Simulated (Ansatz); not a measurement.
CdTe:
```yaml
crystal:
  lattice:
    - [0.00000, 3.30950, 3.30950]
    - [3.30950, 0.00000, 3.30950]
    - [3.30950, 3.30950, 0.00000]
  atoms:
    - { symbol: Cd, position: [0.00000, 0.00000, 0.00000] }
    - { symbol: Te, position: [0.75000, 0.75000, 0.75000] }
```

Relaxed with PBE. Special points in fractions of this cell's reciprocal vectors: Γ (0.000, 0.000, 0.000); X (0.500, 0.000, 0.500); U (0.625, 0.250, 0.625); K (0.375, 0.375, 0.750); L (0.500, 0.500, 0.500); W (0.500, 0.250, 0.750).

Task: List the band energies nearest the valence-band maximum at these points for PBE (plane waves, PAW; program Ansatz).

Result: In eV from the valence-band maximum; about four levels below and three above (degenerate sets whole), none deeper than 8.9 eV; points with the same levels are listed once.

```csv
k,below,above
Γ,-7.87 -7.87 0.00 0.00 0.00,0.58 4.65 4.65 4.65
X,-7.44 -4.01 -1.66 -1.66,2.68 2.75 8.50
U,-7.41 -3.91 -2.28 -1.37,2.92 4.44 7.23
L,-7.56 -4.07 -0.68 -0.68,1.76 5.23 5.23
W,-7.38 -3.89 -2.08 -1.94,4.03 4.70 5.49
```

Space group F-43m (zinc blende). The PBE relaxation kept the symmetry of its start. Scalar-relativistic: spin–orbit coupling is off unless named, which matters more the heavier the elements.

Potentials: the earlier of the program's two PAW sets.
